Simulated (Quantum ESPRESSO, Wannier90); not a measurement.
**Tight-binding from DFT: Al (hcp (Mg type), model phase)**

```
CELL_PARAMETERS angstrom
      2.81246     0.00000     0.00000
     -1.40623     2.43566     0.00000
      0.00000     0.00000     4.86685
ATOMIC_POSITIONS crystal
  Al 0.66667 0.33333 0.75000
  Al 0.33333 0.66667 0.25000
```

Materials Project entry mp-2647008; symmetrised, unrelaxed at this level. This isn't the element's usual structure (fcc); take it as a model of another phase. Computed values, not measurements, from LDA: Quantum ESPRESSO (norm-conserving PseudoDojo potentials, cutoff 36 Ry, no spin polarisation, no spin-orbit coupling) on a Γ-centred 12×12×6 mesh, then Wannier90. Density: 18×18×10 mesh, cold smearing 0.01 Ry.

Base run: 8 functions from bands 1-15 of the 15 computed, start hydrogen-like Al: s;p, frozen window up to 1.50 eV relative to the Fermi level, outer window open. One setting was then changed (edges relative to the Fermi level; misfit to pw.x on a path, for states up to 1.0 eV relative to the Fermi level).

```tsv
run	Ω_I (Å²)	rms misfit (meV)	worst (meV)
base	12.41	19	137
changed	10.14	498	1491
```

Which change was made?
(A) frozen window to -0.50 eV
(B) no frozen window
(C) frozen window to -1.50 eV
(D) only the lowest 13 of the kept bands
(E) frozen window to 2.50 eV

B, no frozen window. The others give:

```json
[
 {"run": "frozen window to -1.50 eV", "Ω_I (Å²)": "10.89", "rms misfit (meV)": "167", "worst (meV)": "840"},
 {"run": "frozen window to 2.50 eV", "Ω_I (Å²)": "13.36", "rms misfit (meV)": "13", "worst (meV)": "74"},
 {"run": "frozen window to -0.50 eV", "Ω_I (Å²)": "11.19", "rms misfit (meV)": "97", "worst (meV)": "558"},
 {"run": "only the lowest 13 of the kept bands", "Ω_I (Å²)": "13.84", "rms misfit (meV)": "14", "worst (meV)": "91"}
]
```
